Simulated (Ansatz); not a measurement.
CuS:
```cif
data_Cu6S6
_chemical_formula_sum 'Cu6 S6'
_space_group_name_H-M_alt 'P 1'
_space_group_IT_number 1
_cell_length_a 3.77662
_cell_length_b 3.77662
_cell_length_c 16.32206
_cell_angle_alpha 90.000
_cell_angle_beta 90.000
_cell_angle_gamma 120.319
loop_
_space_group_symop_operation_xyz
  'x, y, z'
loop_
_atom_site_label
_atom_site_type_symbol
_atom_site_fract_x
_atom_site_fract_y
_atom_site_fract_z
_atom_site_occupancy
Cu1 Cu 0.63356 0.36644 0.25000 1
Cu2 Cu 0.36644 0.63356 0.75000 1
Cu3 Cu 0.66237 0.33763 0.60730 1
Cu4 Cu 0.33763 0.66237 0.10730 1
Cu5 Cu 0.33763 0.66237 0.39270 1
Cu6 Cu 0.66237 0.33763 0.89270 1
S1 S 0.69794 0.30206 0.75000 1
S2 S 0.30206 0.69794 0.25000 1
S3 S 0.99634 0.00366 0.56438 1
S4 S 0.00366 0.99634 0.06438 1
S5 S 0.00366 0.99634 0.43562 1
S6 S 0.99634 0.00366 0.93562 1
```

This is the r²SCAN-relaxed structure.

Q: All from plane-wave PAW r²SCAN (Ansatz code), unless another level is named. Estimate the electronic character.

A: metallic (no gap).

Q: Next, the density of states at the Fermi level?

A: 0.28 states/eV per atom (mean over ±0.08 eV).

Q: What about the formation energy from the elements (no fitted shifts)?

A: -0.29 eV/atom.

Space group Cmcm. The workflow started from an entry of the Crystallography Open Database (COD, 8 K), which files this formula under 2 space groups. Its standing as an ambient phase is unchecked. Symmetry was held in the r²SCAN relaxation; its stability against distortions is not shown here. The run is not spin-polarised. The references are the lowest solids computed at this level, not always the standard phases.

Potentials: the later of the program's two PAW sets.
